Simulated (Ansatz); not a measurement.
This cell of PbS (rock salt) is off equilibrium:

```yaml
crystal:
  lattice:
    - [0.00000, 6.00891, 6.00891]
    - [3.00445, 3.00445, 6.00891]
    - [3.00445, 3.00445, 0.00000]
  atoms:
    - { symbol: S, position: [0.00000, 0.03120, 0.96880] }
    - { symbol: S, position: [0.50000, 0.96880, 0.03120] }
    - { symbol: Pb, position: [0.00000, 0.45340, 0.54660] }
    - { symbol: Pb, position: [0.50000, 0.54660, 0.45340] }
```

Computed with PBE (plane waves to 420 eV, PAW, scalar-relativistic; Ansatz, a program for electronic structure). k mesh 10×10×10 (Γ-centred), Fermi-Dirac smearing 0.05 eV. Compression counts positive. PbS was relaxed with its symmetry unable to fall. Spin-orbit coupling is left out, though Pb is heavy.

**Question.** What forces act on the atoms (eV/Å, Cartesian)?

**Answer.** 
| atom | Fx | Fy | Fz |
|---|---|---|---|
| S1 | 0.000 | 0.000 | -1.070 |
| S2 | 0.000 | 0.000 | 1.070 |
| Pb3 | 0.000 | 0.000 | 1.563 |
| Pb4 | 0.000 | 0.000 | -1.563 |

**Question.** What is the stress tensor (GPa)?

**Answer.** 
```
    1.9      0.0      0.0
    0.0      1.9      0.0
    0.0      0.0     11.0
```
The pressure, a third of the trace, is 5.0 GPa.

(For displaced atoms, the force is minus the slope of the energy, and its curvature is a force constant, which sets phonon frequencies.)
